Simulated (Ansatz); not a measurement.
Co₃Mo (space group P6_3/mmc)

```xyz
8
Lattice="5.0389 0.0000 0.0000 -2.5194 4.3638 0.0000 0.0000 0.0000 4.0299" Properties=species:S:1:pos:R:3 pbc="T T T"
Co     2.5194     2.9518     1.0075
Co     0.0000     1.4120     3.0224
Co    -1.2966     3.6578     3.0224
Co     3.8160     0.7060     1.0075
Co     1.2229     0.7060     1.0075
Co     1.2966     3.6578     3.0224
Mo     0.0000     2.9092     1.0075
Mo     2.5194     1.4546     3.0224
```

The slice is a (-1 1 0 0) plane (indices of the conventional cell) through the point (0.667, 0.333, 0.750) (fractional), spanned by u = [001] and v = [110] in vectors of this cell: u (4.03 Å) and v (5.04 Å, at 90° to u). It covers one period; positions are fractions (u, v).

Computed with PBEsol (plane waves to 420 eV, PAW, scalar-relativistic; Ansatz, an electronic-structure program). k mesh 11×11×12. Near the nuclei the fields are pseudised (PAW); where an atom keeps semicore shells as valence, they peak there. Co3Mo was relaxed with its symmetry unable to fall. Relaxed Co3Mo ends with moments of both signs. The magnetic order is the one the run started from; other orders were not tried.

Problem. What is the ELF at the density minimum of the shortest Co–Mo line in this plane (2.52 Å)?

Solution. 0.3.

Problem. What is the valence density on the shortest Co–Mo line in this plane (2.52 Å), at its minimum between the atoms?

Solution. 0.41 e/Å³.

Problem. Sketch the spin density, up minus down on this plane as a map.

Solution. 
```
|0000000000000000000000|
|0000000000000000000000|
|0000000000000000000000|
|0000000000000000000000|
|0000000000000000000000|
|0000000000000000000000|
|0000000000000000000000|
|0000000000000000000000|
|0000000000000000000000|
|0000000000000000000000|
|0000000000000000000000|
|2210000000000000000012|
|7520000000000000000025|
|9620000000000000000026|
|7520000000000000000025|
|2210000000000000000012|
|0000000000000000000000|
|0000000000000000000000|
|0000000000000000000000|
|0000000000000000000000|
|0000000000000000000000|
|0000000000000000000000|
|0000000000000000000000|
|0000000000000000000000|
|0000000000000000000000|
|0000000000000000000000|
|0000000000000000000000|
|0000000000000000000000|
```
Scale: ten equal steps from -0.03 (start of '0') to 1.30 (end of '9'), in the order '0123456789'. Values: spin density, up minus down in e/Å³. The map has 22 points along u (one character each, u = 0 at the left) and 28 along v (v = 0 in the bottom row).
